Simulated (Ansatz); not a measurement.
LiH:
```xyz
2
Lattice="0.0000 2.0023 2.0023 2.0023 0.0000 2.0023 2.0023 2.0023 0.0000" Properties=species:S:1:pos:R:3 pbc="T T T"
Li     0.0000     0.0000     0.0000
H      2.0023     2.0023     2.0023
```

x, y and z are the axes in which the lattice vectors are written.

### Question
Give the high-frequency dielectric tensor and the Born effective charge tensors of the independent atoms from DFPT, DFT-r²SCAN in the program Ansatz with PAW potentials.

### Answer

ε∞:
```
3.89  0.00  0.00
0.00  3.89  0.00
0.00  0.00  3.89
```
Z* of atom 1 (Li), rows: field, columns: displacement, in e:
```
1.00  0.00  0.00
0.00  1.00  0.00
0.00  0.00  1.00
```
Z* of atom 2 (H), rows: field, columns: displacement, in e:
```
-1.00   0.00   0.00
 0.00  -1.00   0.00
 0.00   0.00  -1.00
```

Static charges for comparison (Bader): Li1 +0.87, H2 -0.87 e. Born charges measure polarisation by displacement and can exceed these by far.

Space group Fm-3m (rock salt). The cell was relaxed with r²SCAN under the symmetry of its start.

Potentials: the later of the program's two PAW sets.
